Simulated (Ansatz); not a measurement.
Mg2TiO4:
```xyz
28
Lattice="5.9780 0.0000 0.0000 0.0000 5.9780 0.0000 0.0000 0.0000 8.3949" Properties=species:S:1:pos:R:3 pbc="T T T"
Mg     0.0000     1.4846     0.0000
Mg     4.4933     0.0000     2.0987
Mg     0.0000     4.4933     4.1975
Mg     1.4846     0.0000     6.2962
Mg     1.5065     1.5065     3.1481
Mg     4.4714     1.5065     5.2468
Mg     4.4714     4.4714     7.3455
Mg     1.5065     4.4714     1.0494
Ti     1.4146     2.9890     6.2962
Ti     2.9890     1.4146     0.0000
Ti     4.5634     2.9890     2.0987
Ti     2.9890     4.5634     4.1975
O      0.1590     1.5705     6.3151
O      4.4075     0.1590     0.0189
O      5.8190     4.4075     2.1176
O      1.5705     5.8190     4.2163
O      0.1590     4.4075     6.2773
O      4.4075     5.8190     4.1786
O      5.8190     1.5705     2.0798
O      1.5705     0.1590     8.3760
O      1.5587     2.8877     8.2554
O      3.0902     1.5587     1.9592
O      4.4192     3.0902     4.0579
O      2.8877     4.4192     6.1566
O      1.5587     3.0902     4.3370
O      3.0902     4.4192     2.2383
O      4.4192     2.8877     0.1396
O      2.8877     1.5587     6.4357
```

Relaxed with r²SCAN. Special points in fractions of this cell's reciprocal vectors: Γ (0.000, 0.000, 0.000); X (0.000, 0.500, 0.000); M (0.500, 0.500, 0.000); Z (0.000, 0.000, 0.500); R (0.000, 0.500, 0.500); A (0.500, 0.500, 0.500).

Q: List the band energies nearest the valence-band maximum at these points for plane-wave PAW r²SCAN (Ansatz code).

A: In eV from the valence-band maximum; about four levels below and three above (degenerate sets whole), none deeper than 8.9 eV; points with the same levels are listed once.

| k | below | above |
|---|---|---|
| Γ | -0.25 -0.04 -0.04 0.00 | 3.97 4.05 4.16 4.16 |
| X | -0.34 -0.21 -0.14 -0.06 | 4.07 4.20 4.26 |
| M | -0.36 -0.32 -0.32 -0.21 | 4.12 4.20 4.20 |
| Z | -0.20 -0.20 -0.13 -0.13 | 4.08 4.08 4.19 4.19 |
| R | -0.17 -0.17 -0.10 -0.10 | 4.18 4.18 4.21 4.21 |
| A | -0.41 -0.41 -0.24 -0.24 | 4.20 4.20 4.24 4.24 |

Space group P4_122. The workflow started from a Materials Project entry (that database holds measured and hypothetical structures alike); the Crystallography Open Database copy checked does not list it. Whether it is the stable phase at ambient conditions was not checked. The r²SCAN relaxation kept the symmetry of its start; its stability against distortions is not shown here. No spin polarisation was allowed.

Potentials: the later of the program's two PAW sets.
